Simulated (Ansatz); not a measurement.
Input and command of a calculation in Ansatz (plane waves; scalar-relativistic PAW potentials unless the input names others):

```yaml
crystal:
  lattice:
    - [3.1458415289, -4.352782342, 0.0]
    - [3.1458415289, 4.352782342, 0.0]
    - [0.0, 0.0, 2.7315051874]
  atoms:
    - { symbol: Ti, position: [0.0, 0.0, 0.5] }
    - { symbol: Ti, position: [0.5, 0.0, 0.0] }
    - { symbol: Ti, position: [0.0, 0.5, 0.0] }
    - { symbol: O, position: [0.7627833108, 0.7627833108, 0.0] }
    - { symbol: O, position: [0.2588765552, 0.7411234448, 0.5] }
    - { symbol: O, position: [0.2372166892, 0.2372166892, 0.0] }
    - { symbol: O, position: [0.7411234448, 0.2588765552, 0.5] }
basis:
  ecutwfc: 420
kpoints:
  mp_grid: { grid: [8, 8, 14] }
hamiltonian:
  xc: pbesol
scf:
  occupations: { method: gaussian, width: 0.15 }
  max_iter: 2
output:
  forces: true
  eigenvalues: true
  stress: true
```

```bash
ansatz run input.yaml --threads 2 --pin off --max-ram 5120MiB --backend cpu --events-out ev --progress --plain --runs-dir out
```

Abridged log:
```
Basis set: ecut = 420 eV, 1465 PW (Γ), exchange–correlation on 72×72×40 points (8 copies of the dense FFT grid, shifted against one another)
Bands: 37, of which v1, the nominal top of the filled ones, is band 30 counted from 1 (29 counted from 0)
Symmetry: 8 space group operations
k-points: 168 of 896
SCF iter   1: F=—  HF=-9673.948560 eV  |F-HF|=—  |Δ(HF+E_count)|=         —  Δρ=1.77e-2  dr2=1.73e-1  ethr=1.77e-3  ⟨swp⟩=6.2  Hψ=58161  notcnv=0
SCF iter   2: F=—  HF=-9673.926189 eV  |F-HF|=—  |Δ(HF+E_count)|=   2.24e-2  Δρ=1.35e-2  dr2=8.30e-2  ethr=2.88e-4  ⟨swp⟩=5.4  Hψ=43245  notcnv=0
```

What is wrong with this input?

The fault is too few SCF iterations (scf.max_iter: not typed → 2, the first being the value of the sound run). Setting it back cures it. The log, from which this was withheld above, says: «Error: did not converge after 2 iterations: dr2 = 8.30e-2 (threshold 1.00e-7), under the density mixer `msr1`, which `scf.mixing.algorithm: auto` chose by the deck's other keys (type `scf.mixing.algorithm: msr1` to keep it); raise `scf.max_iter`, which need not help a stalled SCF, or adjust the mixing (`scf.mixing`) or, under a smearing, its width (`scf.occupations.width` …» The run stopped without converging. A reference run from the same start on usual settings converged with pressure -11.35 GPa, largest force 0.983 eV/Å, no gap on the mesh.

It took 20 s on 2 threads of Intel(R) Xeon(R) Processor @ 2.50GHz (Skylake/Cascade Lake), on a shared host, peak memory 0.59 GiB.